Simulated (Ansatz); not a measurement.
What DFT gives for YbAgSe₃

```yaml
crystal:
  lattice:
    - [3.65088, 0.00000, 0.00000]
    - [1.82544, -7.60395, 0.00000]
    - [0.00000, 0.00000, -8.38074]
  atoms:
    - { symbol: Ag, position: [0.99800, 0.00400, 0.75000] }
    - { symbol: Ag, position: [0.00200, 0.99600, 0.25000] }
    - { symbol: Se, position: [0.89300, 0.21400, 0.01500] }
    - { symbol: Se, position: [0.10700, 0.78600, 0.51500] }
    - { symbol: Se, position: [0.67500, 0.65000, 0.83600] }
    - { symbol: Se, position: [0.32500, 0.35000, 0.33600] }
    - { symbol: Yb, position: [0.26210, 0.47580, 0.01200] }
    - { symbol: Yb, position: [0.73790, 0.52420, 0.51200] }
    - { symbol: Se, position: [0.66800, 0.66400, 0.18600] }
    - { symbol: Se, position: [0.33200, 0.33600, 0.68600] }
```

Level: r2SCAN, with U_eff = 2.03 eV on Yb f (all-electron-ortho-atomic projectors), no spin polarisation; 500 eV; 5×5×2 Γ-centred mesh; gaussian occupations (width 0.2478 eV); Ansatz 0.2.0, fixed geometry.

Problem. Metal or insulator?

Solution. It is a metal, with about 10 states/eV a cell as the mean within 0.25 eV of the Fermi level, mostly Se p (57 %) and Yb f (29 %).

Problem. Describe some of the short contacts.

Solution. Ag–Se at 2.57 Å: least valence density 0.41 e/Å³ and ELF 0.25 there. Se–Yb at 2.69 Å: least valence density 0.34 e/Å³ and ELF 0.20 there. Se–Se at 2.94 Å: least valence density 0.25 e/Å³ and ELF 0.32 there. These are pseudo-fields; inside the PAW spheres they differ from the all-electron ones.

Problem. Which atom feels the largest force, and which way?

Solution. The largest is on Se3 (and as large on other atoms): 1.75 eV/Å, components (0.00, 1.73, 0.27). It makes 59° with the line to a nearest neighbour, Ag2 at 2.57 Å.

Problem. What does the stress say?

Solution. The pressure is 5.7 GPa (compression positive), so with the atoms held at these fractions the cell would first expand; the forces are large, so a full relaxation may end otherwise. The principal stresses 3.5, 4.2, 9.3 GPa differ, so its shape would change too.

Origin: a known structure type with other elements, at an estimated volume, so it need not be a known compound. Caveats: no spin polarisation, so a magnetic state may lie lower; the k mesh is coarse if the cell is a metal; atoms or cell far from equilibrium; wide smearing.
